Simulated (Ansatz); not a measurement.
Slab of diamond Ge (100), 6 layers

The slab is cut from the diamond crystal, the stable phase, as relaxed on PAW files (22.21 Å³/atom), with 16 Å of vacuum and a dipole correction:

```xyz
6
Lattice="3.9752 0.0000 0.0000 0.0000 3.9752 0.0000 0.0000 0.0000 23.0273" Properties=species:S:1:pos:R:3 pbc="T T T"
Ge    2.9814    0.0000    8.0000
Ge    0.9938    0.0000    9.4055
Ge    0.9938    1.9876   10.8109
Ge    2.9814    1.9876   12.2164
Ge    2.9814    0.0000   13.6218
Ge    0.9938    0.0000   15.0273
```

Level of theory: DFT with LDA, scalar-relativistic, in Ansatz 0.2.0; a Γ-centred 8×8×1 k mesh, Fermi–Dirac smearing of 0.02 eV, no spin polarisation. LAPW: all electrons, basis error target 1 meV/atom; PAW: frozen-core files, cutoff 420 eV.

The bulk energy comes from a cell in the slab's orientation on a 8×8×6 mesh. The surface energy is (E(slab) − N·E(bulk))/2A at zero smearing, the mean of both faces; thin slabs carry quantum-size effects.

The PAW files were made under PBE. Real surfaces of this kind reconstruct, which a 1×1 cell forbids.

Q: As cut, the LAPW slab lies 3.300 eV above 6 atoms of bulk. What surface energy is that?

A: Over two faces of 15.80 Å² it is 104.4 meV/Å², and times 16.02 J/m² per eV/Å² that gives γ = 1.673 J/m².

Q: What do relaxation and the other method give, and what work function comes out?

A: 

| method | γ as cut (J/m²) | γ relaxed (J/m²) | Φ as cut (eV) | Φ relaxed (eV) |
| --- | --- | --- | --- | --- |
| LAPW | 1.673 | 1.673 | 5.16 | 5.16 |
| PAW | 1.674 | 1.674 | 5.16 | 5.16 |

Q: How do the spacings between the planes relax?

A: From the bottom face up: d12 +0.1 % of 1.405 Å, d23 +0.8 % of 1.405 Å, d34 +0.6 % of 1.405 Å, d45 +0.8 % of 1.405 Å, d56 +0.1 % of 1.405 Å.

Q: A 2p core hole is made on one atom of each kind in every 1×1 cell (PAW hole dataset, neutral cell, valence without spin). What does it cost by layer?

A: layer 1 1221.22 eV, layer 2 1221.44 eV, layer 3 1221.61 eV. Shifts between layers mean more than the absolute values, and a whole layer of holes screens otherwise than one hole.
